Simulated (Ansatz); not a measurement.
Polymorphs of Sb, each relaxed with DFT-r²SCAN in the program Ansatz with PAW potentials:

A: diamond (Fd-3m), a = 6.9459 Å, b = 6.9459 Å, c = 6.9459 Å, α = 90.00°, β = 90.00°, γ = 90.00°

B: A7 (α-As type) (R-3m), a = b = 4.343 Å, c = 11.610 Å, α = β = 90.00°, γ = 120.00°

C: simple cubic (Pm-3m), a = 3.0873 Å, b = 3.0873 Å, c = 3.0873 Å, α = 90.00°, β = 90.00°, γ = 90.00°

D: I4_132, a = 8.010 Å, b = 8.010 Å, c = 8.010 Å, α = 90.00°, β = 90.00°, γ = 90.00°

**Question.** Rank these by energy per atom at 0 K (lowest first), as r²SCAN gives it.

**Answer.** B (+0 meV/atom), C (+49 meV/atom), A (+386 meV/atom), D (+775 meV/atom)

Typed or built starts, not in the databases checked: A; D. Not the usual ambient phase: A; C; D. Unstable at this level: A. All cells were relaxed under the symmetry of their starts (and spin orders); stability against distortions was not tested throughout. Scalar-relativistic: spin–orbit coupling is off unless named, which matters more the heavier the elements.

Energies hold the estimated change up to a 700 eV cutoff; steps of a few meV lie near the error of the meshes.

Potentials: the earlier of the program's two PAW sets.
